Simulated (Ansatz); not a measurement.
MoIr$_{3}$:
```yaml
crystal:
  lattice:
    - [3.86392, 0.00000, 0.00000]
    - [0.00000, 3.86392, 0.00000]
    - [0.00000, 0.00000, 3.86392]
  atoms:
    - { symbol: Ir, position: [0.00000, 0.50000, 0.50000] }
    - { symbol: Ir, position: [0.50000, 0.50000, 0.00000] }
    - { symbol: Ir, position: [0.50000, 0.00000, 0.50000] }
    - { symbol: Mo, position: [0.00000, 0.00000, 0.00000] }
```

Relaxed with r²SCAN. Special points in fractions of this cell's reciprocal vectors: Γ (0.000, 0.000, 0.000); X (0.000, 0.500, 0.000); M (0.500, 0.500, 0.000); R (0.500, 0.500, 0.500).

Task: List the band energies nearest the Fermi level at these points for r²SCAN with spin–orbit coupling (plane waves, PAW; program Ansatz).

Result: In eV from the Fermi level; about four levels below and three above (degenerate sets whole), none deeper than 8.9 eV; points with the same levels are listed once.

```
k                    below                above
-  -----------------------  -------------------
Γ  -0.85 -0.85 -0.85 -0.85  0.72 0.72 1.16 1.16
X  -0.24 -0.24 -0.03 -0.03  1.08 1.08 1.52 1.52
M  -0.40 -0.40 -0.11 -0.11  0.01 0.01 3.02 3.02
R  -0.59 -0.59 -0.59 -0.59  0.15 0.15 0.63 0.63
```

Space group Pm-3m (Cu3Au type). A made-up cell: these elements were put on the sites of a structure type; neither database checked (COD, Materials Project) lists it. COD files the formula under space group No. 194. Its standing as an ambient phase is unchecked. Symmetry was held in the r²SCAN relaxation; whether a distortion lowers the energy is not shown. The run is not spin-polarised.

Potentials: the earlier of the program's two PAW sets.
